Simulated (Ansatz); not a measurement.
PtS$_{2}$:
```
CELL_PARAMETERS angstrom
      3.55080     0.00000     0.00000
     -1.77540     3.07508     0.00000
      0.00000     0.00000     5.20270
ATOMIC_POSITIONS crystal
  Pt 0.00000 0.00000 0.00000
  S  0.33333 0.66667 0.23558
  S  0.66667 0.33333 0.76442
```

Relaxed with r²SCAN+D4. Independent-particle spectrum: no excitons, no local fields, no scissors shift; 0.1 eV broadening; ε₁ of the summed bands alone.

### Question
Tabulate the dielectric function from plane-wave PAW r²SCAN+D4 (Ansatz code).

### Answer


```
E (eV)  ε₁ xx  ε₂ xx  ε₁ zz  ε₂ zz
------  -----  -----  -----  -----
0.0     17.13   0.00  12.16   0.00
0.5     17.75   0.00  12.70   0.00
1.0     20.30   0.01  15.84   0.16
1.5     30.24   4.20  18.77   8.36
2.0     23.19  21.56   5.58  10.77
2.5      9.92  22.90   6.17   6.13
3.0      5.51  21.21  10.38   9.49
3.5     -2.84  18.94   1.72  11.26
4.0     -3.58  10.51   1.23   5.32
4.5     -3.11   7.00   0.26   3.55
5.0     -1.89   4.79   2.96   1.71
5.5      0.72   3.56   7.37   1.66
6.0      1.57   4.53   7.51  10.09
6.5      3.06   3.73   1.85   8.29
7.0      3.22   5.84   0.97   6.28
7.5      2.03   8.08   0.47   5.30
8.0     -0.39   7.91   0.43   4.10
8.5     -2.67   5.30   1.83   4.47
9.0     -1.68   4.28  -0.37   4.20
9.5     -1.87   2.97   0.30   2.49
10.0    -0.54   2.24   1.96   2.60
10.5     0.28   2.29   2.34   3.73
11.0     0.68   3.06   1.61   4.05
11.5     0.76   3.33   1.43   4.05
12.0     0.54   3.50   1.43   5.25
```

### Question
From ε at 3.1 eV (xx: 3.68 + 21.15i), find n, k, the normal reflectivity and the absorption coefficient.

### Answer
n = 3.55, k = 2.982, R = 52 %, α = 2kE/ħc = 940000 cm⁻¹.

With all bands, ε∞ without local fields is 17.3 (xx = yy), 12.3 (zz). DFPT, with local fields, gives 16.6 (xx = yy), 8.99 (zz).

Space group P-3m1 (CdI2 type). The r²SCAN+D4 relaxation kept the symmetry of its start; phonons on a q-mesh show no instability. The run is not spin-polarised. Scalar-relativistic: spin–orbit coupling is off unless named, which matters more the heavier the elements.

Potentials: the later of the program's two PAW sets.
